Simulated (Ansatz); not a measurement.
C:
```
CELL_PARAMETERS angstrom
      2.50984     0.00000     0.00000
     -1.25492     2.17359     0.00000
      0.00000     0.00000     8.28028
ATOMIC_POSITIONS crystal
  C  0.00000 0.00000 0.59294
  C  0.00000 0.00000 0.40706
  C  0.00000 0.00000 0.09294
  C  0.00000 0.00000 0.90706
  C  0.33333 0.66667 0.34450
  C  0.66667 0.33333 0.65550
  C  0.66667 0.33333 0.84450
  C  0.33333 0.66667 0.15550
```

Relaxed with r²SCAN.

Q: Decompose the optical modes at the zone centre into irreducible representations, and say which are infrared and Raman allowed.

A: Point group 6/mmm: Γ_opt = 2A1g + A2u + 2B1g + 2B2u + 2E1g + E1u + 2E2g + 2E2u. Infrared: A2u, E1u. Raman: A1g, E1g, E2g.

Q: Assign frequencies (DFPT, r²SCAN (plane waves, PAW; program Ansatz)).

A: E2u 400, E2g 419, E1g 550, B1g 705, B2u 714, A1g 1057, E1u 1218, E2g 1259, E2u 1272, A2u 1279, B2u 1311, A1g 1313, E1g 1326, B1g 1337 cm⁻¹.

Subscripts of B labels follow the axes of the standard setting.

Space group P6_3/mmc. The workflow started from a Materials Project entry (that database holds measured and hypothetical structures alike). Its sites differ from those of the usual phase in this space group: another stacking or structure type. The r²SCAN relaxation kept the symmetry of its start; phonons on a q-mesh show no instability.

Potentials: the later of the program's two PAW sets.
